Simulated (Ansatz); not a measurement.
LiPS₃: the relaxed cell by functional

The starting cell is an entry of the Crystallography Open Database (2017):

```xyz
10
Lattice="5.5578 -3.5035 0.0000 5.5578 3.5035 0.0000 -3.7958 0.0000 5.3074" Properties=species:S:1:pos:R:3 pbc="T T T"
Li    5.5578   -1.8169    0.0000
Li    5.5578    1.8169    0.0000
P    -0.4931    0.0000    3.0815
P     7.8130    0.0000    2.2259
S     3.6599    1.9536    2.6537
S     3.6599   -1.9536    2.6537
S     0.9609    0.0000    1.7308
S     6.3590    0.0000    3.5767
S    -0.0142    0.0000    4.9810
S     7.3341    0.0000    0.3264
```

Atoms and cell were relaxed at zero pressure with plane-wave PAW DFT (Ansatz 0.2.0; one set of PAW datasets, made under PBE, for all functionals; 420 eV, r2SCAN 500 eV; 4×4×4 Γ-centred mesh, fermi-dirac occupations of width 0.020 eV; no spin polarisation, no spin-orbit coupling, no dispersion correction), keeping the symmetry (C2/m, No. 12).

Four functionals were used, LDA, PBEsol, PBE and r2SCAN. Their relaxed conventional cells, unnamed:

| run | a (Å) | b (Å) | c (Å) | β (°) | volume (Å³/atom) |
| --- | --- | --- | --- | --- | --- |
| A | 11.312 | 7.184 | 6.764 | 126.22 | 22.17 |
| B | 10.735 | 6.697 | 6.275 | 123.97 | 18.71 |
| C | 10.908 | 6.902 | 6.395 | 124.45 | 19.85 |
| D | 11.225 | 7.070 | 6.603 | 125.82 | 21.24 |

Task: Which run is LDA's and which PBE's?

Result: B is LDA, which overbinds and gives the smallest cell, and A is PBE, as a rule the largest. Of the two between, C is PBEsol and D is r2SCAN, an order that varies from crystal to crystal. Formation energies in eV an atom: LDA -0.619, PBEsol -0.596, PBE -0.578, r2SCAN -0.677.

Caveats: each relaxation keeps the start's symmetry, so a distorted cell may lie lower; computed cells are at 0 K with fixed nuclei; formation energies are at zero smearing against the elements' usual phases under the same functional, gases as free molecules, uncorrected.
